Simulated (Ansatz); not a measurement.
# TiSi6Mo: start and end of a relaxation

The guess for TiSi6Mo was proposed by analogy with related compounds (P4/mmm, No. 123). Its size is a guess.

POSCAR.start

```
Ti Si Mo
1.0
     3.20000    0.00000    0.00000
     0.00000    3.20000    0.00000
     0.00000    0.00000   11.50000
Ti Si Mo
1 6 1
Direct
  0.00000 0.00000 0.00000
  0.50000 0.50000 0.87500
  0.50000 0.50000 0.12500
  0.00000 0.00000 0.75000
  0.00000 0.00000 0.25000
  0.50000 0.50000 0.62500
  0.50000 0.50000 0.37500
  0.00000 0.00000 0.50000
```

These are results of DFT PBE, scalar-relativistic, plane waves, PAW in Ansatz, not measurements. Cutoff 420 eV, Gaussian smearing, Γ-centred meshes. Cell and atoms relax first on a coarse mesh, the cell is then made exact in the group found at 0.06 to 0.08 Å, and last on a converged mesh; the steps can't lower the symmetry of their start. No spin polarisation.

POSCAR.end

```
Ti Si Mo
1.0
     3.32785    0.00000    0.00000
     0.00000    3.32785    0.00000
     0.00000    0.00000   10.21877
Ti Si Mo
1 6 1
Direct
  0.00000 0.00000 0.00000
  0.50000 0.50000 0.87125
  0.50000 0.50000 0.12875
  0.00000 0.00000 0.75224
  0.00000 0.00000 0.24776
  0.50000 0.50000 0.62644
  0.50000 0.50000 0.37356
  0.00000 0.00000 0.50000
```

The symmetry stays P4/mmm (No. 123). The volume per atom shrinks by 3.9 %, from 14.7 to 14.1 Å³. The shortest distance goes from 2.68 Å (Si–Mo, Ti–Si and Si–Si) to 2.50 Å (Si–Si). The ratio c/a of the conventional cell changes by a factor of 0.85.

For TiSi6Mo, the volume per atom is 14.15 Å³. The density is 4.58 g/cm³. The formation energy is −0.12 eV/atom and the gap on the 10×10×4 mesh of the 8-atom cell is 0 eV (a metal).

The zero of energy is the elements' standard structures at the same level; no fitted shifts are applied.

The last run used Gaussian smearing of 0.10 eV. A later test with randomly moved atoms came back to the same energy, though modes that don't fit the test's cell weren't probed. Another cell of the same search, in Cm, lies 21 meV/atom lower, so this cell isn't the stable form at this level.
